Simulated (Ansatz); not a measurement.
Relaxed-ion elastic tensor of GaAs (wurtzite, space group No. 186) in GPa (Voigt order), the program Ansatz at the LDA level (PAW); density 5.47 g/cm³, 21.97 Å³ per atom.

```
 141  48.2  31.2   0.0   0.0   0.0
48.2   141  31.2   0.0   0.0   0.0
31.2  31.2   165   0.0   0.0   0.0
 0.0   0.0   0.0  36.6   0.0   0.0
 0.0   0.0   0.0   0.0  36.6   0.0
 0.0   0.0   0.0   0.0   0.0  46.4
```

Problem. Is the crystal mechanically stable?

Solution. Yes: the smallest eigenvalue of C is 36.6 GPa.

Problem. Work out the Voigt, Reuss and Hill averages.

Solution. K_V = 74.3, K_R = 74.2, K_H = 74.3; G_V = 46.4, G_R = 44.3, G_H = 45.3 GPa.

Problem. Give Young's modulus, Poisson's ratio, Pugh's ratio and the universal anisotropy index.

Solution. E = 9KG/(3K + G) = 113 GPa; ν = 0.25; K/G = 1.64 (brittle by the Pugh limit of 1.75); A_U = 5G_V/G_R + K_V/K_R − 6 = 0.24.

Problem. Estimate the sound speeds and the Debye temperature.

Solution. v_l = √((K + 4G/3)/ρ) = 4960 m/s, v_t = √(G/ρ) = 2880 m/s, mean 3190 m/s; Θ = (h/k)(3n/4πV)^(1/3) v_m = 340 K.

Problem. How much does each axis shrink under pressure?

Solution. Linear compressibilities β_i = Σ_j S_ij (j = 1 to 3): x 4.6, y 4.6, z 4.3 per TPa.

Space group P6_3mc (wurtzite). The workflow started from a Materials Project entry (that database holds measured and hypothetical structures alike); the Crystallography Open Database copy checked does not list it. It is not the phase usual at ambient conditions (space group No. 216). Symmetry was held in the LDA relaxation; phonons on a q-mesh show no instability.

Potentials: the earlier of the program's two PAW sets.
